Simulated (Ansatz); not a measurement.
A sound run on Eu (Im-3m), no spin polarisation (DFT, PBE, PAW with Ansatz's default frozen-core files, scalar-relativistic in Ansatz):

```yaml
crystal:
  lattice:
    - [0.0, 4.606, 0.0]
    - [0.0, 0.0, 4.606]
    - [4.606, 0.0, 0.0]
  atoms:
    - { symbol: Eu, position: [0.0, 0.0, 0.0] }
    - { symbol: Eu, position: [0.5, 0.5, 0.5] }
kpoints:
  mp_grid: { grid: [7, 7, 7] }
scf:
  occupations: { method: fermi_dirac, width: 0.05 }
hamiltonian:
  xc: pbe
  pseudopotentials: { kind: paw }
output:
  forces: true
  stress: true
  eigenvalues: true
```

It converged in 19 iterations. The run has no spin polarisation. Pressure -4.53 GPa.

The input is then changed, output keys apart:

```diff
+  algorithm: density_mixing
-  pseudopotentials: { kind: paw }
+  pseudopotentials: { kind: nc, accuracy: standard }
```

Question: What happens?

Answer: The program refused the input.
```
Error: no pseudopotential record for Eu at <dir> Nothing was run.
  By this build's list the table `kind: nc`, `accuracy: standard` of `hamiltonian.pseudopotentials` has no Eu in this build's library.
Fix: take Eu from another table that serves this run, or name a record of your own for Eu alone.
  `kind`, and `accuracy` or `source` (`level` with this project's own files alone, `core` of norm-conserving files with no table named), under `hamiltonian.pseudopotentials` apply to every element of the deck. For PBE this build's library has files of Eu, which may not all serve this run, under
    kind: nc       accuracy: lanthanide_3plus (`lanthanide_3plus` for 3+ ions alone)
    kind: paw      source: ansatz or jth, or accuracy: standard or stringent (the limits of `source: ansatz`: that key's Limitations)
  To change Eu alone, name a record of the deck's `kind` under `hamiltonian.pseudopotentials.azcp`, as `Eu: <path>` (`python -m ansatz.pseudopotential add <file.upf> <file.azcp>` makes one from a UPF file).
  `python` is the interpreter of the environment that holds the engine's wheel, or a checkout's `.venv/bin/python`.
```
